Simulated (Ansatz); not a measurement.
TaS₂:
```xyz
3
Lattice="3.3274 0.0000 0.0000 -1.6637 2.8816 0.0000 0.0000 0.0000 5.7838" Properties=species:S:1:pos:R:3 pbc="T T T"
Ta     0.0000     0.0000     0.0000
S      1.6637     0.9605     4.2382
S      0.0000     1.9211     1.5457
```

Relaxed with PBE+D3(BJ). Special points in fractions of this cell's reciprocal vectors: Γ (0.000, 0.000, 0.000); M (0.500, 0.000, 0.000); K (0.333, 0.333, 0.000); A (0.000, 0.000, 0.500); L (0.500, 0.000, 0.500); H (0.333, 0.333, 0.500).

Q: List the band energies nearest the Fermi level at these points for the program Ansatz at the PBE+D3(BJ) with spin–orbit coupling level (PAW).

A: In eV from the Fermi level; about four levels below and three above (degenerate sets whole), none deeper than 8.9 eV; points with the same levels are listed once.

```
k                    below                above
-  -----------------------  -------------------
Γ  -0.49 -0.49 -0.10 -0.10  0.26 0.26 0.38 0.38
M  -2.12 -2.12 -0.88 -0.88  2.67 2.67 3.35 3.35
K  -3.68 -3.68 -3.05 -3.05  1.54 1.54 2.01 2.01
A  -0.85 -0.85 -0.72 -0.72  0.19 0.19 0.22 0.22
L  -1.63 -1.63 -1.39 -1.39  2.67 2.67 3.35 3.35
H  -3.48 -3.48 -3.47 -3.47  1.16 1.16 1.34 1.34
```

Space group P-3m1 (CdI2 type). This is a known high-temperature phase of the composition, computed here at zero pressure and temperature. Symmetry was held in the PBE+D3(BJ) relaxation; its stability against distortions is not shown here. The run is not spin-polarised. With an odd number of electrons in the cell and no spin polarisation, the count alone makes it a metal.

Potentials: the earlier of the program's two PAW sets.
